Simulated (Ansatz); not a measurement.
Ansatz input file:

```yaml
crystal:
  lattice:
    - [2.4895939059, 1.4373677118, 4.4890547477]
    - [-2.4895939059, 1.4373677118, 4.4890547477]
    - [0.0, -2.8747354235, 4.4890547477]
  atoms:
    - { symbol: Cr, position: [0.350105951, 0.350105951, 0.350105951], spin: 2.68 }
    - { symbol: Cr, position: [0.149894049, 0.149894049, 0.149894049], spin: 2.68 }
    - { symbol: Cr, position: [0.649894049, 0.649894049, 0.649894049], spin: 2.68 }
    - { symbol: Cr, position: [0.850105951, 0.850105951, 0.850105951], spin: 2.68 }
    - { symbol: O, position: [0.5514916307, 0.9485083693, 0.25] }
    - { symbol: O, position: [0.25, 0.5514916307, 0.9485083693] }
    - { symbol: O, position: [0.9485083693, 0.25, 0.5514916307] }
    - { symbol: O, position: [0.4485083693, 0.0514916307, 0.75] }
    - { symbol: O, position: [0.75, 0.4485083693, 0.0514916307] }
    - { symbol: O, position: [0.0514916307, 0.75, 0.4485083693] }
basis:
  ecutwfc: 420
kpoints:
  mp_grid: { grid: [6, 6, 6] }
hamiltonian:
  xc: pbe
scf:
  occupations: { method: gaussian, width: 0.02 }
output:
  forces: true
  stress: true
  eigenvalues: true
  populations: true
magnetization:
  spin_polarized: true
relax:
  adjacent_minimum: "off"
  f_tol: 0.01
  max_steps: 30
  cell: { stress_tol: 0.1, fix: [volume] }
```

Command:
```bash
ansatz run input.yaml --threads 2 --pin off --max-ram 5120MiB --backend cpu --events-out ev --progress --plain --runs-dir out
```

All numbers below come from DFT PBE, scalar-relativistic, plane waves, PAW in Ansatz 0.2.0.

From the run's log, abridged:

```
Pseudopotentials: kind: paw
Pseudopotential: Cr, paw, valence charge 14, recommended cutoff 420 eV (normal)
Pseudopotential: O, paw, valence charge 6, recommended cutoff 420 eV (normal)
Functional definition: PBE
Crystal: 10 atoms, lattice volume = 96.383 Å³
Basis set: ecut = 420 eV, 1887 PW (Γ), exchange–correlation on 72×72×72 points (8 copies of the dense FFT grid, shifted against one another)
Bands: 62, of which v1, the nominal top of the filled ones, is band 46 counted from 1 (45 counted from 0)
Symmetry: 12 space group operations
Space group: R-3c (ITA 167), of the structure as read, at distance tolerance 4.6e-5 Å
Magnetic group: BNS 167.103 (UNI 1333), of the structure as read, at distance tolerance 4.6e-5 Å
k-points: 32 of 216
Initial density: superposition of atomic densities (chi_scale 0.1, normalization cell, long waves kept (reshape's long-wave potential 0.00 eV rms))
Starting moments: Σ|m| = 10.72 μB on 4 of 10 sites
Initial wavefunctions: pseudopotential atomic-orbital guess
Functional: x = pbe(κ = 0.804, μ = 0.21951497), c = pbe(β = 0.06672455)
SCF iter   1: F=—  HF=-16919.749159 eV  |F-HF|=—  |Δ(HF+E_count)|=         —  Δρ=5.79e-2 (↑5.79e-2 ↓4.81e-2) dr2=1.58e0  dr2_m=1.82e0  M=11.488 μB ∫|m|=11.498 μB  β_m=0.30  ethr=1.72e-3  ⟨swp⟩=1.1  Hψ=17127  notcnv=0
Mixer restart at iter 1: flushing history
spin=Collinear: Kerker preconditioning applied to the charge; magnetization (m = ρ↑ − ρ↓) channel mixes plain (no charge-response kernel on spin).
SCF iter   2: F=—  HF=-16919.661164 eV  |F-HF|=—  |Δ(HF+E_count)|=   8.80e-2  Δρ=4.75e-2 (↑4.75e-2 ↓3.99e-2) dr2=8.69e-1  dr2_m=1.31e0  M=11.875 μB ∫|m|=11.887 μB  β_m=0.58  ethr=1.72e-3  ⟨swp⟩=2.0  Hψ=4987  notcnv=0
SCF iter   3: F=—  HF=-16919.990320 eV  |F-HF|=—  |Δ(HF+E_count)|=   3.29e-1  Δρ=7.85e-3 (↑7.85e-3 ↓6.17e-3) dr2=9.08e-2  dr2_m=2.37e-2  M=12.000 μB ∫|m|=12.146 μB  β_m=0.57  ethr=9.45e-4  ⟨swp⟩=2.2  Hψ=8218  notcnv=0  defer=57
SCF iter   4: F=—  HF=-16919.993395 eV  |F-HF|=—  |Δ(HF+E_count)|=         —  Δρ=4.71e-3 (↑4.71e-3 ↓3.73e-3) dr2=2.16e-2  dr2_m=1.08e-2  M=12.000 μB ∫|m|=12.138 μB  β_m=0.57  ethr=9.87e-5  ⟨swp⟩=3.0  Hψ=7583  notcnv=0  defer=64
Mixer restart at iter 4: flushing history
SCF iter   5: F=—  HF=-16919.995848 eV  |F-HF|=—  |Δ(HF+E_count)|=   2.45e-3  Δρ=2.26e-3 (↑2.26e-3 ↓2.01e-3) dr2=1.16e-2  dr2_m=2.21e-3  M=12.000 μB ∫|m|=12.149 μB  β_m=0.78  ethr=2.35e-5  ⟨swp⟩=2.0  Hψ=4928  notcnv=0  defer=64
SCF iter   6: F=—  HF=-16919.999060 eV  |F-HF|=—  |Δ(HF+E_count)|=   3.21e-3  Δρ=6.78e-4 (↑6.78e-4 ↓5.27e-4) dr2=2.57e-3  dr2_m=3.71e-5  M=12.000 μB ∫|m|=12.163 μB  β_m=0.89  ethr=1.26e-5  ⟨swp⟩=2.0  Hψ=6380  notcnv=0  defer=64
SCF iter   7: F=—  HF=-16919.999686 eV  |F-HF|=—  |Δ(HF+E_count)|=   6.26e-4  Δρ=6.45e-4 (↑6.45e-4 ↓4.10e-4) dr2=8.38e-4  dr2_m=1.94e-5  M=12.000 μB ∫|m|=12.166 μB  β_m=0.76  ethr=2.80e-6  ⟨swp⟩=2.0  Hψ=6464  notcnv=0  defer=64
SCF iter   8: F=—  HF=-16919.999695 eV  |F-HF|=—  |Δ(HF+E_count)|=   8.86e-6  Δρ=1.38e-4 (↑1.38e-4 ↓1.06e-4) dr2=5.29e-5  dr2_m=4.71e-6  M=12.000 μB ∫|m|=12.168 μB  β_m=0.88  ethr=9.11e-7  ⟨swp⟩=2.0  Hψ=6403  notcnv=0  defer=64
SCF iter   9: F=—  HF=-16919.999737 eV  |F-HF|=—  |Δ(HF+E_count)|=   4.27e-5  Δρ=7.15e-5 (↑7.15e-5 ↓4.00e-5) dr2=9.40e-6  dr2_m=7.08e-7  M=12.000 μB ∫|m|=12.166 μB  β_m=0.86  ethr=5.75e-8  ⟨swp⟩=2.0  Hψ=5504  notcnv=0  defer=64
SCF iter  10: F=—  HF=-16919.999738 eV  |F-HF|=—  |Δ(HF+E_count)|=   9.62e-7  Δρ=2.88e-5 (↑2.88e-5 ↓1.96e-5) dr2=1.49e-6  dr2_m=7.29e-8  M=12.000 μB ∫|m|=12.166 μB  β_m=0.93  ethr=1.02e-8  ⟨swp⟩=2.0  Hψ=6688  notcnv=0  defer=64
SCF iter  11: F=—  HF=-16919.999739 eV  |F-HF|=—  |Δ(HF+E_count)|=   8.74e-7  Δρ=7.50e-6 (↑6.48e-6 ↓7.50e-6) dr2=1.88e-7  dr2_m=1.33e-9  M=12.000 μB ∫|m|=12.166 μB  β_m=0.97  ethr=1.62e-9  ⟨swp⟩=2.1  Hψ=5508  notcnv=0  defer=64
SCF iter  12: F=-16919.999739 eV  HF=-16919.999739 eV  |F-HF|=1.10e-9  |Δ(HF+E_count)|=   1.33e-7  Δρ=1.51e-6 (↑1.43e-6 ↓1.51e-6) dr2=7.51e-9  dr2_m=6.90e-11  M=12.000 μB ∫|m|=12.166 μB  ethr=1.09e-10  ⟨swp⟩=5.2  Hψ=13457  notcnv=0
SCF 1 converged in 12 iterations: F = -16919.999739 eV  dr2 = 7.51e-9
relax step   1: F+E_penalty+E_count = -16919.99973921 eV  Δ(F+E_penalty+E_count) = +0.000e0 eV  max|allowed force component| = 8.319e-2 eV/Å  Δτ_max = 0.0000 Å  P = +7.229 GPa  Ω = 96.383 Å³  fix = [volume]  reactions: volume +7.229 GPa (12 SCF iters, dr2 threshold 1.00e-7 eV, accepted)
Initial density: handed on by an earlier stage of this run
Starting moments: Σ|m| = 10.72 μB on 4 of 10 sites; this step starts from the density that it was given
Initial wavefunctions: those handed on with the density
SCF iter   1: F=—  HF=-16920.000613 eV  |F-HF|=—  |Δ(HF+E_count)|=         —  Δρ=5.13e-4 (↑5.13e-4 ↓2.11e-4) dr2=4.68e-5  dr2_m=8.35e-5  M=12.000 μB ∫|m|=12.167 μB  β_m=0.65  ethr=5.01e-8  ⟨swp⟩=3.0  Hψ=17759  notcnv=0
spin=Collinear: Resta preconditioning applied to the charge; magnetization (m = ρ↑ − ρ↓) channel mixes plain (no charge-response kernel on spin).
SCF iter   2: F=—  HF=-16920.000742 eV  |F-HF|=—  |Δ(HF+E_count)|=   1.30e-4  Δρ=2.11e-4 (↑2.11e-4 ↓8.51e-5) dr2=9.21e-6  dr2_m=1.37e-5  M=12.000 μB ∫|m|=12.167 μB  β_m=0.65  ethr=5.01e-8  ⟨swp⟩=2.0  Hψ=6908  notcnv=0
SCF iter   3: F=—  HF=-16920.000773 eV  |F-HF|=—  |Δ(HF+E_count)|=   3.08e-5  Δρ=3.18e-5 (↑3.18e-5 ↓1.75e-5) dr2=8.68e-7  dr2_m=2.68e-7  M=12.000 μB ∫|m|=12.167 μB  β_m=0.67  ethr=1.00e-8  ⟨swp⟩=2.0  Hψ=6912  notcnv=0
SCF iter   4: F=—  HF=-16920.000774 eV  |F-HF|=—  |Δ(HF+E_count)|=   6.91e-7  Δρ=1.05e-5 (↑8.90e-6 ↓1.05e-5) dr2=4.08e-7  dr2_m=1.54e-8  M=12.000 μB ∫|m|=12.167 μB  β_m=0.84  ethr=9.44e-10  ⟨swp⟩=2.2  Hψ=5821  notcnv=0
SCF iter   5: F=-16920.000774 eV  HF=-16920.000774 eV  |F-HF|=3.02e-8  |Δ(HF+E_count)|=   6.58e-8  Δρ=6.49e-6 (↑6.49e-6 ↓2.88e-6) dr2=5.43e-8  dr2_m=4.41e-9  M=12.000 μB ∫|m|=12.167 μB  ethr=4.43e-10  ⟨swp⟩=2.0  Hψ=13651  notcnv=0
SCF 2 converged in 5 iterations: F = -16920.000774 eV  dr2 = 5.43e-8
relax step   2: F+E_penalty+E_count = -16920.00077395 eV  Δ(F+E_penalty+E_count) = -1.035e-3 eV  max|allowed force component| = 7.044e-2 eV/Å  Δτ_max = 0.0018 Å  P = +7.133 GPa  Ω = 96.383 Å³  energy of the carried Pulay correction = -8.393e-17 eV  fix = [volume]  reactions: volume +7.133 GPa (5 SCF iters, dr2 threshold 4.33e-7 eV, accepted)
SCF iter   1: F=—  HF=-16920.001183 eV  |F-HF|=—  |Δ(HF+E_count)|=         —  Δρ=5.30e-4 (↑5.30e-4 ↓2.09e-4) dr2=6.84e-5  dr2_m=9.00e-5  M=12.000 μB ∫|m|=12.169 μB  β_m=0.65  ethr=7.08e-8  ⟨swp⟩=2.0  Hψ=14126  notcnv=0
spin=Collinear: Resta preconditioning applied to the charge; magnetization (m = ρ↑ − ρ↓) channel mixes plain (no charge-response kernel on spin).
SCF iter   2: F=—  HF=-16920.001285 eV  |F-HF|=—  |Δ(HF+E_count)|=   1.02e-4  Δρ=2.12e-4 (↑2.12e-4 ↓8.33e-5) dr2=1.70e-5  dr2_m=1.38e-5  M=12.000 μB ∫|m|=12.169 μB  β_m=0.65  ethr=7.08e-8  ⟨swp⟩=2.0  Hψ=6824  notcnv=0
SCF iter   3: F=—  HF=-16920.001304 eV  |F-HF|=—  |Δ(HF+E_count)|=   1.90e-5  Δρ=2.07e-5 (↑2.07e-5 ↓1.47e-5) dr2=1.36e-6  dr2_m=6.00e-8  M=12.000 μB ∫|m|=12.169 μB  β_m=0.67  ethr=1.85e-8  ⟨swp⟩=2.0  Hψ=6910  notcnv=0
SCF iter   4: F=—  HF=-16920.001303 eV  |F-HF|=—  |Δ(HF+E_count)|=   2.76e-7  Δρ=9.16e-6 (↑8.30e-6 ↓9.16e-6) dr2=4.12e-7  dr2_m=1.34e-8  M=12.000 μB ∫|m|=12.169 μB  β_m=0.84  ethr=1.48e-9  ⟨swp⟩=2.6  Hψ=5625  notcnv=0
SCF iter   5: F=-16920.001303 eV  HF=-16920.001303 eV  |F-HF|=4.48e-8  |Δ(HF+E_count)|=   4.29e-8  Δρ=5.98e-6 (↑5.98e-6 ↓3.60e-6) dr2=6.93e-8  dr2_m=2.12e-9  M=12.000 μB ∫|m|=12.169 μB  ethr=3.37e-10  ⟨swp⟩=2.0  Hψ=12361  notcnv=0
SCF 3 converged in 5 iterations: F = -16920.001303 eV  dr2 = 6.93e-8
relax step   3: F+E_penalty+E_count = -16920.00130328 eV  Δ(F+E_penalty+E_count) = -5.293e-4 eV  max|allowed force component| = 1.561e-2 eV/Å  Δτ_max = 0.0023 Å  P = +7.067 GPa  Ω = 96.383 Å³  energy of the carried Pulay correction = -8.393e-17 eV  fix = [volume]  reactions: volume +7.067 GPa (5 SCF iters, dr2 threshold 3.10e-7 eV, accepted)
SCF iter   1: F=—  HF=-16920.001333 eV  |F-HF|=—  |Δ(HF+E_count)|=         —  Δρ=1.08e-4 (↑1.08e-4 ↓5.08e-5) dr2=5.44e-6  dr2_m=3.69e-6  M=12.000 μB ∫|m|=12.169 μB  β_m=0.65  ethr=5.18e-9  ⟨swp⟩=3.3  Hψ=16840  notcnv=0
spin=Collinear: Resta preconditioning applied to the charge; magnetization (m = ρ↑ − ρ↓) channel mixes plain (no charge-response kernel on spin).
SCF iter   2: F=—  HF=-16920.001336 eV  |F-HF|=—  |Δ(HF+E_count)|=   3.60e-6  Δρ=4.37e-5 (↑4.37e-5 ↓2.12e-5) dr2=1.48e-6  dr2_m=5.59e-7  M=12.000 μB ∫|m|=12.169 μB  β_m=0.65  ethr=5.18e-9  ⟨swp⟩=2.6  Hψ=6649  notcnv=0
SCF iter   3: F=—  HF=-16920.001337 eV  |F-HF|=—  |Δ(HF+E_count)|=   4.62e-7  Δρ=4.81e-6 (↑4.81e-6 ↓4.23e-6) dr2=9.55e-8  dr2_m=3.06e-9  M=12.000 μB ∫|m|=12.169 μB  β_m=0.68  ethr=1.61e-9  ⟨swp⟩=2.0  Hψ=6899  notcnv=0
SCF iter   4: F=—  HF=-16920.001337 eV  |F-HF|=—  |Δ(HF+E_count)|=   2.08e-8  Δρ=2.88e-6 (↑2.88e-6 ↓2.55e-6) dr2=2.83e-8  dr2_m=1.67e-9  M=12.000 μB ∫|m|=12.169 μB  β_m=0.80  ethr=1.04e-10  ⟨swp⟩=2.2  Hψ=5740  notcnv=0
SCF iter   5: F=-16920.001337 eV  HF=-16920.001337 eV  |F-HF|=1.41e-9  |Δ(HF+E_count)|=  8.73e-11  Δρ=1.13e-6 (↑1.13e-6 ↓7.94e-7) dr2=3.10e-9  dr2_m=6.78e-11  M=12.000 μB ∫|m|=12.169 μB  ethr=1.65e-11  ⟨swp⟩=3.5  Hψ=10734  notcnv=0
SCF 4 converged in 5 iterations: F = -16920.001337 eV  dr2 = 3.10e-9
relax step   4: F+E_penalty+E_count = -16920.00133685 eV  Δ(F+E_penalty+E_count) = -3.357e-5 eV  max|allowed force component| = 2.262e-4 eV/Å  Δτ_max = 0.0005 Å  P = +7.055 GPa  Ω = 96.383 Å³  energy of the carried Pulay correction = -8.393e-17 eV  fix = [volume]  reactions: volume +7.055 GPa (5 SCF iters, dr2 threshold 1.52e-8 eV, accepted)
Initial wavefunctions: pseudopotential atomic-orbital guess (no wavefunctions were taken with the density)
SCF iter   1: F=—  HF=-16920.001428 eV  |F-HF|=—  |Δ(HF+E_count)|=         —  Δρ=1.68e-5 (↑1.51e-5 ↓1.68e-5) dr2=5.06e-8  dr2_m=3.06e-9  M=12.000 μB ∫|m|=12.169 μB  β_m=0.65  ethr=5.74e-8  ⟨swp⟩=3.9  Hψ=24747  notcnv=0
spin=Collinear: Resta preconditioning applied to the charge; magnetization (m = ρ↑ − ρ↓) channel mixes plain (no charge-response kernel on spin).
SCF iter   2: F=—  HF=-16920.001438 eV  |F-HF|=—  |Δ(HF+E_count)|=   9.69e-6  Δρ=6.18e-6 (↑5.58e-6 ↓6.18e-6) dr2=7.49e-9  dr2_m=4.27e-10  M=12.000 μB ∫|m|=12.169 μB  β_m=0.65  ethr=5.50e-11  ⟨swp⟩=2.6  Hψ=6660  notcnv=0
SCF iter   3: F=—  HF=-16920.001438 eV  |F-HF|=—  |Δ(HF+E_count)|=   8.56e-7  Δρ=4.59e-7 (↑4.59e-7 ↓3.55e-7) dr2=3.64e-10  dr2_m=8.74e-12  M=12.000 μB ∫|m|=12.169 μB  β_m=0.60  ethr=8.14e-12  ⟨swp⟩=2.0  Hψ=5874  notcnv=0
SCF iter   4: F=-16920.001438 eV  HF=-16920.001438 eV  |F-HF|=3.20e-10  |Δ(HF+E_count)|=  1.27e-10  Δρ=2.07e-7 (↑2.07e-7 ↓1.71e-7) dr2=1.02e-10  dr2_m=1.85e-12  M=12.000 μB ∫|m|=12.169 μB  ethr=1.00e-12  ⟨swp⟩=2.1  Hψ=11261  notcnv=0
SCF 5 converged in 4 iterations: F = -16920.001438 eV  dr2 = 1.02e-10
WARN: an SCF from antiferromagnetic starting moments (2.87, -2.87, -2.87, 2.87, 0.00, 0.00, 0.00, 0.00, 0.00, 0.00 Bohr magnetons, atom by atom) was not made, by what the run has read of turns of its moments that order reads lower: the deck asks for what bars it, or types moments that do (magnetization.spin_polarized, in the input reference, names some of the keys), or the run goes by scf.lower_state_search: light, the default, which as a rule tries one only behind a close that has lost an order of both signs, or on which an open d or half-filled 4f shell of a PAW file has lost a moment that was set nearer to Hund's than to what is left; or, under a Hubbard U, one that names an f shell that  ...
SCF converged after 4 iterations
Magnetization: 12.0000 μB (52.0000 up, 40.0000 down)
Absolute magnetization: 12.1758 μB (∫|ρ↑−ρ↓|, with the PAW one-centre terms)
Spin contamination: 0.0731 ħ² per cell (⟨S²⟩ above its minimum at these occupations)
Per-site moments (μB) at R_I (Å): [(2.40947109, 0.80787165), (2.40947109, 0.80787165), (2.40947109, 0.80787165), (2.40947109, 0.80787165), (0.01021754, 0.80787165), (0.01021754, 0.80787165), (0.01021754, 0.80787165), (0.01021754, 0.80787165), (0.01021754, 0.80787165), (0.01021754, 0.80787165)]
Free energy (F): -16920.001438 eV
Harris-Foulkes:  -16920.001438 eV  (|F-HF|=3.20e-10)
Internal energy: -16920.001438 eV  (E = F + TS)
E sigma→0 (E₀):  -16920.001438 eV
Fermi energy:    13.332874 eV
--- Per-component energies (eV) ---
  E_band       = -850.873529
  E_kinetic    = 2417.172571
  E_local      = -7847.185391  (includes V_loc(G=0)·N_el)
  E_nonlocal   = 613.967490
  E_hartree    = 3205.745865
  E_xc         = -997.546268
  E_vxc        = -1272.462349  (∫ρ·V_xc dr)
  E_paw        = -5733.784055  (= ΣΔE_a)
  E_vpaw       = -1173.874310  (= ΣTr[D̂ρ^β])
  E_aug_tail   = 0.016515  (compensation charges beyond the density's cutoff)
  E_ewald      = -8578.388165
  E_smearing   =  0.000000  (= −TS)
--- Forces (eV/Å), atoms counted from 1 ---
  atom   1  Cr     0.00000000     0.00000000    -0.00013410
  atom   2  Cr     0.00000000     0.00000000     0.00013410
  atom   3  Cr     0.00000000     0.00000000     0.00013410
  atom   4  Cr     0.00000000     0.00000000    -0.00013410
  atom   5  O      0.00015553     0.00000000     0.00000000
  atom   6  O     -0.00007776     0.00013469     0.00000000
  atom   7  O     -0.00007776    -0.00013469     0.00000000
  atom   8  O     -0.00015553     0.00000000     0.00000000
  atom   9  O      0.00007776    -0.00013469     0.00000000
  atom  10  O      0.00007776     0.00013469     0.00000000
--- Stress (GPa, compression-positive) ---
        7.073052       0.000000       0.000000
        0.000000       7.073052       0.000000
        0.000000       0.000000       7.018364
  P = ⅓ Tr σ = 7.0548 GPa (70.548 kbar)
--- Band table (eV; the first three rows and the last of 64) ---
  k-point 0 ↑: bands = ["-60.3425", "-60.3214", "-60.3212", "-60.3039", "-31.7895", "-31.7546", "-31.7546", "-31.7443", "-31.7310", "-31.7310", "-31.6502", "-31.6502", "-31.6395", "-31.6395", "-31.6043", "-31.5981", "-7.6639", "-6.0696", "-6.0696", "-5.9357", "-5.8918", "-5.8918", "4.9817", "5.8788", "5.8788", "6.0060", "6.0502", "6.0502", "6.9402", "7.0051", "7.0051", "7.4129", "7.4129", "8.0237", "8.8055", "8.8055", "8.8738", "9.8112", "9.8112", "9.8175", "11.1318", "11.3087", "11.3087", "11.7707", "11.7707", "11.8425", "11.9305", "11.9305", "12.6676", "12.7326", "12.7326", "12.9430", "14.3286", "14.3286", "14.4003", "14.4003", "15.7795", "15.7795", "16.1037", "16.1037", "17.3340", "20.822 ...
  k-point 1 ↑: bands = ["-60.3409", "-60.3230", "-60.3199", "-60.3052", "-31.7887", "-31.7545", "-31.7504", "-31.7466", "-31.7347", "-31.7238", "-31.6509", "-31.6501", "-31.6470", "-31.6381", "-31.6048", "-31.5977", "-7.5471", "-6.0940", "-6.0640", "-6.0216", "-5.9154", "-5.9125", "5.0779", "5.8039", "5.9178", "5.9367", "5.9513", "6.1927", "6.9153", "7.0504", "7.1898", "7.3292", "7.4453", "8.3882", "8.4400", "8.8344", "9.0813", "9.3388", "9.6763", "9.6966", "11.1339", "11.1840", "11.5189", "11.7433", "11.8197", "11.9477", "11.9900", "12.0362", "12.6107", "12.6148", "12.6804", "12.9185", "14.3569", "14.3941", "14.4645", "14.6028", "15.6891", "15.7058", "15.9476", "15.9498", "17.8443", "21.312 ...
  k-point 2 ↑: bands = ["-60.3368", "-60.3265", "-60.3170", "-60.3086", "-31.7814", "-31.7547", "-31.7537", "-31.7450", "-31.7382", "-31.7110", "-31.6690", "-31.6540", "-31.6411", "-31.6359", "-31.6050", "-31.5992", "-7.2269", "-6.3582", "-6.0674", "-6.0507", "-5.9662", "-5.9513", "5.2145", "5.6544", "5.9187", "5.9801", "6.1227", "6.2932", "6.9498", "7.0804", "7.2982", "7.4231", "7.6818", "8.0811", "8.5036", "8.5764", "8.9239", "9.0583", "9.3868", "9.6333", "11.0421", "11.0682", "11.8415", "11.8766", "12.0228", "12.0734", "12.1862", "12.2041", "12.3805", "12.4196", "12.5786", "12.7655", "14.5392", "14.5824", "14.6961", "14.9960", "15.3341", "15.4148", "15.5889", "15.7061", "19.0819", "21.679 ...
  k-point 31 ↓: bands = ["-57.3116", "-57.3116", "-57.2856", "-57.2856", "-28.8030", "-28.8030", "-28.8030", "-28.8030", "-28.8013", "-28.8013", "-28.6804", "-28.6804", "-28.6804", "-28.6804", "-28.6423", "-28.6423", "-6.7634", "-6.7634", "-5.9126", "-5.9126", "-5.9126", "-5.9126", "6.4680", "6.4680", "6.6715", "6.6715", "6.6715", "6.6715", "7.5483", "7.5483", "7.5483", "7.5483", "7.5619", "7.5619", "9.1193", "9.1193", "9.3961", "9.3961", "9.3961", "9.3961", "14.8111", "14.8111", "14.8111", "14.8111", "15.0213", "15.0213", "15.0213", "15.0213", "15.0897", "15.0897", "15.3781", "15.3781", "16.5563", "16.5563", "16.5563", "16.5563", "16.9906", "16.9906", "16.9906", "16.9906", "20.3778", "20.37 ...
--- Relaxed structure (4 steps of the walk, 4 accepted, 1 SCFs on fresh bases) ---
  F+E_penalty+E_count = -16920.00143839 eV   max|allowed force component| = 1.555e-4 eV/Å   (the final SCF, on the basis selected at the relaxed cell)
  cell:  # Å, volume = 96.3835 Å³
    - [2.49214828, 1.43884248, 4.47985716]
    - [-2.49214828, 1.43884248, 4.47985716]
    - [0.0, -2.87768496, 4.47985716]
  atoms:
    - { symbol: Cr, position: [0.35044422, 0.35044422, 0.35044422] }
    - { symbol: Cr, position: [0.14955577, 0.14955577, 0.14955577] }
    - { symbol: Cr, position: [0.64955577, 0.64955577, 0.64955577] }
    - { symbol: Cr, position: [0.85044422, 0.85044422, 0.85044422] }
    - { symbol: O, position: [0.55207036, 0.94792963, 0.24999999] }
    - { symbol: O, position: [0.24999999, 0.55207036, 0.94792963] }
    - { symbol: O, position: [0.94792963, 0.24999999, 0.55207036] }
    - { symbol: O, position: [0.44792963, 0.05207036, 0.75] }
    - { symbol: O, position: [0.75, 0.44792963, 0.05207036] }
    - { symbol: O, position: [0.05207036, 0.75, 0.44792963] }
--- Löwdin populations: 10 sites ---
  site symbol q [e]    m [muB]
     0     Cr     12.7977     2.9170
     1     Cr     12.7977     2.9170
     2     Cr     12.7977     2.9170
     3     Cr     12.7977     2.9170
     4      O      6.7302     0.0282
     5      O      6.7302     0.0282
     6      O      6.7302     0.0282
     7      O      6.7302     0.0282
     8      O      6.7302     0.0282
     9      O      6.7302     0.0282
  spilling = 0.004650 (of n_electrons = 92.000000)
```

The relaxation met its thresholds.

The run took 33 s on 2 threads of Intel(R) Xeon(R) 6975P-C (Granite Rapids) (shared host), peak memory 0.65 GiB.

The state reached may not be the lowest one. The program reads another magnetic order as possibly lower. Moments started parallel, and an antiferromagnetic order may lie lower.